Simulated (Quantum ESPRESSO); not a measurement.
Band energies of TlIO₃

```
CELL_PARAMETERS angstrom
      3.26538     1.88527     2.75092
     -3.26538     1.88527     2.75092
      0.00000    -3.77054     2.75092
ATOMIC_POSITIONS crystal
  O  0.89716 0.46509 0.46509
  O  0.46509 0.89716 0.46509
  O  0.46509 0.46509 0.89716
  I  0.50746 0.50746 0.50746
  Tl 0.00286 0.00286 0.00286
```

norm-conserving PBEsol (Quantum ESPRESSO, 84 Ry, with spin-orbit coupling); path ΓLB1,BZΓX,QFP1Z,LP; energies in eV from the valence-band maximum.

```csv
k (1/Å),point,band 38,band 39,band 40,band 41,band 42,band 43,band 44,band 45
0.00,Γ,-0.71,5.19,5.19,6.12,6.12,6.65,6.65,6.82
0.22,,-0.70,4.82,4.97,5.74,5.83,6.14,6.38,6.49
0.67,L,-0.24,3.66,3.66,4.30,4.30,5.72,5.72,6.20
0.86,,-0.27,3.78,3.82,4.16,4.23,5.53,5.71,6.00
1.23,,-0.17,3.41,3.47,4.04,4.16,4.45,4.55,5.06
1.60,B1,-0.04,2.76,2.81,3.21,3.21,3.61,3.62,5.14
1.60,B,-0.04,2.76,2.81,3.21,3.21,3.61,3.62,5.14
1.64,Z,-0.05,2.77,2.77,3.20,3.20,3.61,3.61,5.16
1.83,,-0.10,2.98,2.98,3.42,3.42,3.65,3.65,5.21
2.21,,-0.39,3.98,3.98,4.34,4.34,4.80,4.81,5.65
2.40,,-0.62,4.47,4.47,5.13,5.13,5.62,5.63,6.08
2.78,Γ,-0.71,5.19,5.19,6.12,6.12,6.65,6.65,6.82
2.97,,-0.71,4.92,5.12,5.87,6.02,6.23,6.46,6.51
3.34,,-0.34,3.99,4.07,4.57,4.79,5.19,5.33,5.68
3.72,X,-0.22,3.46,3.49,3.83,3.85,4.79,4.79,5.59
3.72,Q,-0.22,3.46,3.49,3.83,3.85,4.79,4.79,5.59
3.74,F,-0.23,3.47,3.47,3.84,3.84,4.79,4.79,5.60
3.95,,-0.17,3.31,3.35,3.67,3.86,4.55,4.74,5.30
4.39,P1,-0.04,2.76,2.80,3.20,3.21,3.61,3.62,5.15
4.39,Z,-0.05,2.77,2.77,3.20,3.20,3.61,3.61,5.16
5.33,L,-0.24,3.66,3.66,4.30,4.30,5.72,5.72,6.20
5.64,,-0.34,3.72,3.76,4.02,4.03,5.27,5.27,5.57
6.25,P,-0.04,2.76,2.80,3.20,3.21,3.61,3.62,5.15
```

The PBEsol gap is indirect, 2.76 eV, from 80 % of the way from L to B1 to B1; the smallest direct gap is 2.80 eV.

Geometry relaxed with PBE+D3(BJ).

The structure is a Materials Project entry; no match was found in the copy of COD used, and its stability was not checked.
